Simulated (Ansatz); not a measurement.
InAs (zinc blende), frozen-phonon scan

Starting cell, InAs (zinc blende):

```
CELL_PARAMETERS angstrom
      0.00000     6.18632     6.18632
      3.09316     0.00000     3.09316
      3.09316     3.09316     0.00000
ATOMIC_POSITIONS crystal
  As 0.37500 0.75000 0.75000
  As 0.87500 0.75000 0.75000
  In 0.00000 0.00000 0.00000
  In 0.50000 0.00000 0.00000
```

A phonon eigenvector at L = (0.5, 0.0, 0.0) is frozen into this cell: atom i moves by Q times the vector below, so Q is the largest atomic displacement, in Å. The cell is held. It is one choice among 2 degenerate patterns. (q is in reciprocal vectors of the primitive cell; the cell shown is doubled to hold the pattern.)

```json
[
 {"atom": "As1", "x": "-0.259", "y": "0.472", "z": "-0.731"},
 {"atom": "As2", "x": "0.259", "y": "-0.472", "z": "0.731"},
 {"atom": "In3", "x": "0.285", "y": "-0.520", "z": "0.805"},
 {"atom": "In4", "x": "-0.285", "y": "0.520", "z": "-0.805"}
]
```

Level of theory: PBE (plane waves to 420 eV, PAW, scalar-relativistic; Ansatz, an electronic-structure program). k mesh 9×9×9 (Γ-centred), Fermi-Dirac smearing 0.05 eV. The energy includes the smearing's −TS. With partly filled bands, energies and forces of such displacements shift with the k mesh and the smearing. At this level the bands of InAs touch or barely overlap; measurements give the solid a gap. InAs was relaxed with its symmetry unable to fall. ΔE is measured from the undisplaced structure.

```csv
Q (Å),ΔE (meV/cell),−dE/dQ from forces (eV/Å)
-0.100,11.6,0.235
-0.083,8.0,0.194
-0.067,5.1,0.155
-0.050,2.9,0.115
-0.033,1.3,0.077
-0.017,0.3,0.038
0.000,0.0,0.000
0.017,0.3,-0.038
0.033,1.3,-0.077
0.050,2.9,-0.115
0.067,5.1,-0.155
0.083,8.0,-0.194
0.100,11.6,-0.235
```

Summary:

* **Energy at Q = 0.100 Å**: 11.6 meV/cell
* **Space group of the distorted cell**: P1 (No. 1), lowered from F-43m
* **Symmetry of the curve**: even: the same for both signs
* **Shape of the curve**: a single well with its minimum at or next to zero displacement
* **Harmonic wavenumber from the curvature (finite differences)**: 42 cm⁻¹
* **Wavenumber by perturbation theory (DFPT, on another k mesh)**: 42 cm⁻¹

(A displaced cell: forces are minus the slopes of the energy, force constants its curvatures, and phonons follow from these.)
